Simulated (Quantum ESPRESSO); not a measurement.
## Kohn-Sham bands of BaHCl (P4/nmm)

```
CELL_PARAMETERS angstrom
      4.42150     0.00000     0.00000
      0.00000     4.42150     0.00000
      0.00000     0.00000     7.26852
ATOMIC_POSITIONS crystal
  Ba 0.00000 0.50000 0.79182
  Ba 0.50000 0.00000 0.20818
  H  0.50000 0.50000 0.00000
  H  0.00000 0.00000 0.00000
  Cl 0.50000 0.00000 0.65365
  Cl 0.00000 0.50000 0.34635
```

Structure: Materials Project mp-23861, symmetrised, not relaxed again. COD (Crystallography Open Database) has an entry of this formula and space group (matched by these alone). Computed values, not measurements, from PBEsol: Quantum ESPRESSO (norm-conserving PseudoDojo potentials, cutoff 58 Ry, spinors with spin-orbit coupling) on a Γ-centred 4×4×4 mesh, then Wannier90. Density: 8×8×4 mesh, cold smearing 0.01 Ry.

Energies are relative to the valence-band maximum; weights are on the orthonormalised atomic waves of the pseudopotential files, averaged over the group. 36 electrons a cell are treated as valence.

Q: Into which isolated groups do the bands fall, where do they lie and what are they made of?

A: 
| bands | from (eV) | to (eV) | filling | weight on atomic waves |
|---|---|---|---|---|
| 1–4 | -25.76 | -25.70 | filled | Ba 5s 98 % |
| 5–8 | -14.15 | -13.79 | filled | Cl 3s 89 %, Ba 5p 6 %, Ba 6s 5 % |
| 9–12 | -12.47 | -12.17 | filled | Ba 5p 94 % |
| 13–20 | -10.64 | -10.10 | filled | Ba 5p 96 % |
| 21–32 | -3.18 | -1.68 | filled | Cl 3p 92 % |
| 33–36 | -0.86 | 0.00 | filled | H 1s 75 %, Cl 3p 10 %, Ba 6s 5 % |

The Kohn-Sham gap over both meshes and the path is 3.27 eV.
